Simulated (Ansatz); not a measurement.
La$_{2}$O$_{3}$:
```cif
data_La2O3
_chemical_formula_sum 'La2 O3'
_space_group_name_H-M_alt 'P-3m1'
_space_group_IT_number 164
_space_group_name_Hall '-P 3 2"'
_cell_length_a 3.94040
_cell_length_b 3.94040
_cell_length_c 6.18755
_cell_angle_alpha 90.000
_cell_angle_beta 90.000
_cell_angle_gamma 120.000
loop_
_atom_site_label
_atom_site_type_symbol
_atom_site_symmetry_multiplicity
_atom_site_Wyckoff_symbol
_atom_site_fract_x
_atom_site_fract_y
_atom_site_fract_z
_atom_site_occupancy
La1 La 2 d 0.33333 0.66667 0.24737 1
O1 O 2 d 0.66667 0.33333 0.35470 1
O2 O 1 a 0.00000 0.00000 0.00000 1
```

Relaxed with PBE.

Question: Give the optical modes at the zone centre with their infrared and Raman activity from DFPT, DFT-PBE in the program Ansatz with PAW potentials.

Answer: Transverse frequencies, without the LO–TO term; a row sums one degenerate level.

| ω (cm⁻¹) | degeneracy | IR ((D/Å)²/amu) | Raman (Å⁴/amu) | activity | symmetry |
|---|---|---|---|---|---|
| 97 | 2 | 0.00 | 3.6 | Raman | Eg |
| 164 | 2 | 46.80 | 0 | IR | Eu |
| 173 | 1 | 30.49 | 0 | IR | A2u |
| 181 | 1 | 0.00 | 6.1 | Raman | A1g |
| 344 | 2 | 33.33 | 0 | IR | Eu |
| 379 | 2 | 0.00 | 140 | Raman | Eg |
| 381 | 1 | 0.00 | 58 | Raman | A1g |
| 426 | 1 | 2.35 | 0 | IR | A2u |

Question: How high does the top mode go among those that the LO–TO term moves?

Answer: 537 cm⁻¹ for q along x, 537 cm⁻¹ for q along y, 492 cm⁻¹ for q along z.

The PBE relaxation kept the symmetry of its start; phonons on a q-mesh show no instability. Spin–orbit coupling is left out wherever it is not named.

Potentials: the later of the program's two PAW sets.
